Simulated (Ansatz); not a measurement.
# Notes on YbH2ClO2

```
CELL_PARAMETERS angstrom
6.10955 0.00000 0.00000
0.00000 3.52026 0.00000
-1.75981 0.00000 6.21736
ATOMIC_POSITIONS crystal
Yb 0.28161 0.25000 0.10881
Yb 0.71839 0.75000 0.89119
Cl 0.22960 0.75000 0.42540
Cl 0.77040 0.25000 0.57460
O 0.10510 0.75000 0.90810
O 0.89490 0.25000 0.09190
H 0.12920 0.75000 0.76680
H 0.87080 0.25000 0.23320
O 0.54470 0.75000 0.15970
O 0.45530 0.25000 0.84030
H 0.65060 0.75000 0.30080
H 0.34940 0.25000 0.69920
```

Level: r2SCAN, no spin polarisation; 500 eV; 3×5×3 Γ-centred mesh; fermi-dirac occupations (width 0.1 eV); Ansatz 0.2.0, fixed geometry.

**Question.** Is the cell too large or too small?

**Answer.** The pressure is 4.5 GPa (compression positive), so with the atoms held at these fractions the cell would first expand. The principal stresses 3.3, 4.2, 6.0 GPa differ, so its shape would change too.

**Question.** Where is the largest force?

**Answer.** The largest is on Yb1 (and as large on other atoms): 0.38 eV/Å, components (0.18, 0.00, 0.33). It makes 109° with the line to a nearest neighbour, O10 at 2.27 Å.

**Question.** Is there a gap?

**Answer.** It is a metal on this mesh, though the bands barely overlap, with about 18 states/eV a cell as the mean within 0.25 eV of the Fermi level, mostly Yb f (79 %) and O p (13 %).

**Question.** Which element gives electrons and which takes them?

**Answer.** Bader charges in e: Yb +2.13, H +0.59, Cl -0.73, O -1.29. In the mean Yb gives up most and O takes most.

Origin: a known structure type with other elements, at an estimated volume, so it need not be a known compound. Caveats: no spin polarisation, so a magnetic state may lie lower; the k mesh is coarse if the cell is a metal; f levels without a U or exact exchange are poorly placed.
